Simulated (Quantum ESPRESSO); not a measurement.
**Band energies of RbO2H3**

```
RbO2H3
1.0
    2.11052    -5.43729     0.00000
    2.11052     5.43729     0.00000
    0.00000     0.00000     5.93979
H O Rb
6 4 2
Direct
  0.51039   0.48961   0.97840
  0.48961   0.51039   0.47840
  0.69909   0.91489   0.70055
  0.30091   0.08511   0.20055
  0.08511   0.30091   0.70055
  0.91489   0.69909   0.20055
  0.15861   0.84139   0.24457
  0.84139   0.15861   0.74457
  0.53340   0.46660   0.13644
  0.46660   0.53340   0.63644
  0.15368   0.84632   0.73538
  0.84632   0.15368   0.23538
```

PBEsol (pw.x of Quantum ESPRESSO, ONCV potentials, scalar-relativistic); path ΓXSRAZΓYX1A1TY,ZT; energies in eV from the valence-band maximum.

```csv
k (1/Å),point,band 20,band 21,band 22,band 23,band 24,band 25,band 26,band 27
0.00,Γ,-0.86,-0.47,-0.29,-0.11,-0.03,4.42,7.19,7.87
0.21,,-0.86,-0.45,-0.41,-0.14,-0.04,4.79,7.18,8.10
0.64,,-0.84,-0.46,-0.28,-0.13,-0.08,6.61,6.79,7.35
0.86,X,-0.87,-0.27,-0.25,-0.07,-0.07,6.77,7.00,7.26
0.86,S,-0.84,-0.35,-0.23,-0.18,-0.03,6.88,7.08,7.09
1.12,,-1.03,-0.28,-0.19,-0.18,-0.05,6.98,7.14,7.51
1.39,R,-1.20,-0.21,-0.21,-0.11,-0.11,7.24,7.24,8.15
1.39,A,-1.21,-0.16,-0.16,-0.11,-0.11,7.32,7.32,7.99
1.56,,-1.20,-0.26,-0.26,-0.11,-0.11,7.22,7.22,8.15
1.90,,-1.19,-0.34,-0.34,-0.19,-0.19,6.71,6.71,7.96
2.07,,-1.19,-0.29,-0.29,-0.20,-0.20,6.36,6.36,7.70
2.24,Z,-1.19,-0.26,-0.26,-0.19,-0.19,6.20,6.20,7.59
2.42,,-1.10,-0.37,-0.24,-0.16,-0.15,5.35,7.09,7.41
2.77,Γ,-0.86,-0.47,-0.29,-0.11,-0.03,4.42,7.19,7.87
2.96,,-0.91,-0.51,-0.33,-0.13,-0.03,4.72,7.26,7.49
3.35,Y,-1.10,-0.53,-0.44,-0.19,-0.04,6.03,6.69,7.01
3.51,,-1.07,-0.53,-0.40,-0.14,-0.02,6.10,6.77,7.08
3.82,,-0.89,-0.38,-0.24,-0.03,-0.02,6.63,6.92,7.39
3.98,X1,-0.87,-0.27,-0.25,-0.07,-0.07,6.77,7.00,7.26
4.16,,-0.95,-0.24,-0.23,-0.08,-0.07,6.90,7.02,7.46
4.33,,-1.12,-0.19,-0.19,-0.10,-0.09,7.15,7.21,7.87
4.51,A1,-1.21,-0.16,-0.16,-0.11,-0.11,7.32,7.32,7.99
4.67,,-1.22,-0.24,-0.24,-0.06,-0.06,7.40,7.40,7.77
4.83,,-1.25,-0.35,-0.35,-0.09,-0.09,7.32,7.32,7.70
5.14,T,-1.31,-0.34,-0.34,-0.31,-0.31,7.03,7.03,7.52
5.41,,-1.21,-0.51,-0.40,-0.22,-0.13,6.41,6.93,7.19
5.54,,-1.13,-0.53,-0.43,-0.20,-0.06,6.13,6.76,7.06
5.67,Y,-1.10,-0.53,-0.44,-0.19,-0.04,6.03,6.69,7.01
5.67,Z,-1.19,-0.26,-0.26,-0.19,-0.19,6.20,6.20,7.59
5.79,,-1.20,-0.28,-0.28,-0.21,-0.21,6.28,6.28,7.57
6.02,,-1.27,-0.33,-0.33,-0.27,-0.27,6.75,6.75,7.46
6.25,T,-1.31,-0.34,-0.34,-0.31,-0.31,7.03,7.03,7.52
```

The PBEsol gap is indirect, 4.42 eV, from 50 % of the way from Y to X1 to Γ; the smallest direct gap is 4.46 eV.

Geometry of the Materials Project entry, not relaxed at this level.

The structure is a Materials Project entry; no match was found in the copy of COD used, and its stability was not checked.

Letters of k points follow the standard setting of the lattice, whose axes may be ordered differently from the printed cell.
